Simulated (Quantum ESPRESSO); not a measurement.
Band energies of Cs2PtH6

```
CELL_PARAMETERS angstrom
      0.00000     4.48618     4.48618
      4.48618     0.00000     4.48618
      4.48618     4.48618     0.00000
ATOMIC_POSITIONS crystal
  H  0.81686 0.81686 0.18314
  H  0.18314 0.18314 0.81686
  H  0.18314 0.81686 0.81686
  H  0.81686 0.18314 0.18314
  H  0.81686 0.18314 0.81686
  H  0.18314 0.81686 0.18314
  Cs 0.75000 0.75000 0.75000
  Cs 0.25000 0.25000 0.25000
  Pt 0.00000 0.00000 0.00000
```

PBEsol (Quantum ESPRESSO, PseudoDojo norm-conserving, 84 Ry, without SOC); path ΓXWKΓLUWLK,UX; energies in eV from the valence-band maximum.

```csv
k (1/Å),point,band 17,band 18,band 19,band 20,band 21,band 22,band 23,band 24
0.00,Γ,-0.72,-0.72,-0.51,-0.51,-0.51,4.45,4.80,4.80
0.23,,-0.76,-0.75,-0.58,-0.37,-0.37,4.68,4.93,4.98
0.47,,-0.78,-0.78,-0.67,-0.12,-0.12,4.16,5.29,6.15
0.70,X,-0.78,-0.78,-0.69,0.00,0.00,3.84,5.60,5.72
0.70,W,-0.84,-0.78,-0.31,-0.31,-0.01,3.98,5.49,5.91
0.95,K,-0.83,-0.78,-0.48,-0.13,-0.05,4.01,5.52,5.78
1.13,,-0.81,-0.76,-0.30,-0.30,-0.17,4.39,5.09,5.89
1.50,,-0.76,-0.73,-0.50,-0.46,-0.42,4.74,4.83,4.86
1.69,Γ,-0.72,-0.72,-0.51,-0.51,-0.51,4.45,4.80,4.80
1.89,,-0.74,-0.74,-0.49,-0.44,-0.44,4.80,4.85,4.85
2.30,L,-0.76,-0.76,-0.45,-0.21,-0.21,5.04,5.04,5.68
2.51,,-0.80,-0.77,-0.39,-0.23,-0.15,4.43,5.17,6.08
2.73,U,-0.83,-0.78,-0.48,-0.13,-0.05,4.01,5.52,5.78
2.73,W,-0.84,-0.78,-0.31,-0.31,-0.01,3.98,5.49,5.91
2.85,,-0.84,-0.78,-0.32,-0.30,-0.04,4.07,5.38,5.99
2.97,,-0.81,-0.77,-0.36,-0.26,-0.12,4.34,5.20,6.13
3.22,L,-0.76,-0.76,-0.45,-0.21,-0.21,5.04,5.04,5.68
3.33,,-0.78,-0.76,-0.43,-0.22,-0.20,4.79,5.07,5.96
3.44,,-0.80,-0.77,-0.39,-0.23,-0.15,4.43,5.17,6.08
3.65,K,-0.83,-0.78,-0.48,-0.13,-0.05,4.01,5.52,5.78
3.65,U,-0.83,-0.78,-0.48,-0.13,-0.05,4.01,5.52,5.78
3.90,X,-0.78,-0.78,-0.69,0.00,0.00,3.84,5.60,5.72
```

The PBEsol gap is direct, 3.84 eV at X. Another valence extremum on the path lies within 0.02 eV, too close to call.

Spin-orbit coupling is left out, which matters for elements this heavy: edges can move by tenths of an eV.

Geometry of the Materials Project entry, not relaxed at this level.

The structure is a Materials Project entry; no match was found in the copy of COD used, and its stability was not checked.
